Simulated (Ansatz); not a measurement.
Geometry optimisation in Ansatz: input, command and trajectory.

```yaml
crystal:
  lattice:
    - [4.2859954691, 0.0, 0.0]
    - [-2.1429977345, 3.7117809568, 0.0]
    - [0.0, 0.0, 2.724566819]
  atoms:
    - { symbol: Mo, position: [0.3333333333, 0.6666666667, 0.5] }
    - { symbol: Mo, position: [0.6666666667, 0.3333333333, 0.5] }
    - { symbol: Ir, position: [0.0, 0.0, 0.0] }
basis:
  ecutwfc: 420
kpoints:
  mp_grid: { grid: [6, 6, 6] }
hamiltonian:
  xc: pbe
scf:
  occupations: { method: gaussian, width: 0.1 }
  lower_state_search: "off"
output:
  forces: true
  stress: true
  eigenvalues: true
relax:
  adjacent_minimum: "off"
  f_tol: 0.04
  max_steps: 70
  cell: { stress_tol: 0.4 }
```

```bash
ansatz run input.yaml --threads 1 --pin off --max-ram 2560MiB --backend cpu --events-out ev --progress --plain --runs-dir out
```

All numbers below come from DFT PBE, scalar-relativistic, plane waves, PAW (Ansatz).

Of 5 frames 5 are shown, positions in Å and forces in eV/Å; the SCF threshold varies from step to step. Steps run on the plane waves of an earlier cell, with a Pulay correction in the pressure. The basis is chosen afresh for the last frame, the zero of the energies, and at times for earlier ones too; energy and pressure step there, also at an unchanged geometry.

```xyz
3
Lattice="4.2860 0.0000 0.0000 -2.1430 3.7118 0.0000 0.0000 0.0000 2.7246" Properties=species:S:1:pos:R:3:forces:R:3 pbc="T T T" step=1 free_energy_over_end_meV_per_atom=74.60 pressure_GPa=20.09
Mo    0.0000    2.4745    1.3623    0.0000    0.0000    0.0000
Mo    2.1430    1.2373    1.3623    0.0000    0.0000    0.0000
Ir    0.0000    0.0000    0.0000    0.0000    0.0000    0.0000
3
Lattice="4.4951 0.0000 0.0000 -2.2476 3.8929 0.0000 0.0000 0.0000 2.7544" Properties=species:S:1:pos:R:3:forces:R:3 pbc="T T T" step=2 free_energy_over_end_meV_per_atom=26.05 pressure_GPa=-11.10
Mo    0.0000    2.5953    1.3772    0.0000    0.0000    0.0000
Mo    2.2476    1.2976    1.3772    0.0000    0.0000    0.0000
Ir    0.0000    0.0000    0.0000    0.0000    0.0000    0.0000
3
Lattice="4.4347 0.0000 0.0000 -2.2174 3.8406 0.0000 0.0000 0.0000 2.7195" Properties=species:S:1:pos:R:3:forces:R:3 pbc="T T T" step=3 free_energy_over_end_meV_per_atom=0.68 pressure_GPa=-1.36
Mo    0.0000    2.5604    1.3598    0.0000    0.0000    0.0000
Mo    2.2174    1.2802    1.3598    0.0000    0.0000    0.0000
Ir    0.0000    0.0000    0.0000    0.0000    0.0000    0.0000
3
Lattice="4.4243 0.0000 0.0000 -2.2122 3.8316 0.0000 0.0000 0.0000 2.7176" Properties=species:S:1:pos:R:3:forces:R:3 pbc="T T T" step=4 free_energy_over_end_meV_per_atom=0.28 pressure_GPa=0.11
Mo    0.0000    2.5544    1.3588    0.0000    0.0000    0.0000
Mo    2.2122    1.2772    1.3588    0.0000    0.0000    0.0000
Ir    0.0000    0.0000    0.0000    0.0000    0.0000    0.0000
3
Lattice="4.4243 0.0000 0.0000 -2.2122 3.8316 0.0000 0.0000 0.0000 2.7176" Properties=species:S:1:pos:R:3:forces:R:3 pbc="T T T" step=5 free_energy_over_end_meV_per_atom=0.00 pressure_GPa=0.10
Mo    0.0000    2.5544    1.3588    0.0000    0.0000    0.0000
Mo    2.2122    1.2772    1.3588    0.0000    0.0000    0.0000
Ir    0.0000    0.0000    0.0000    0.0000    0.0000    0.0000
```

The start puts this composition into another compound's structure type, which needn't suit it. At the end the space group is P6/mmm (tolerance 0.05 Å).

The run took 11 s on 1 thread of Arm Neoverse V1, on a shared host, peak memory 0.33 GiB.

The k mesh is coarse. Spin–orbit coupling is left out, which can shift energies with elements as heavy as these.